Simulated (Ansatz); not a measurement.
NaHg2 in space group P6/mmm (No. 191; Hg on 2d, Na on 1a) at seven volumes, plane-wave PAW PBEsol (Ansatz code), shape and atoms relaxed at each. One row is withheld.

```json
[
 {"V (Å³/atom)": "21.260", "P (GPa)": "3.97"},
 {"V (Å³/atom)": "21.961", "P (GPa)": "2.27"},
 {"V (Å³/atom)": "22.662", "P (GPa)": "?"},
 {"V (Å³/atom)": "23.363", "P (GPa)": "0.05"},
 {"V (Å³/atom)": "24.064", "P (GPa)": "-0.86"},
 {"V (Å³/atom)": "24.765", "P (GPa)": "-1.56"},
 {"V (Å³/atom)": "25.466", "P (GPa)": "-2.08"}
]
```

Task: Fit the shown pressures and predict the withheld one.

Result: P = (3/2)B₀(x^(7/2) − x^(5/2))[1 + (3/4)(B′ − 4)(x − 1)] with x = (V₀/V)^(2/3). Least squares on the six rows gives V₀ = 23.356 Å³/atom, B₀ = 31.4 GPa, B′ = 6.13. At V = 22.662, x = 1.0203 and P = 1.04 GPa. The run itself gave 0.93 GPa.

The workflow started from an entry of the Crystallography Open Database (COD). Its standing as an ambient phase is unchecked. The cell keeps a stress of up to 0.2 GPa. The PBEsol relaxation kept the symmetry of its start; of distortions, only those at the zone centre were tested. Scalar-relativistic: spin–orbit coupling is off unless named, which matters more the heavier the elements.

Potentials: the later of the program's two PAW sets.
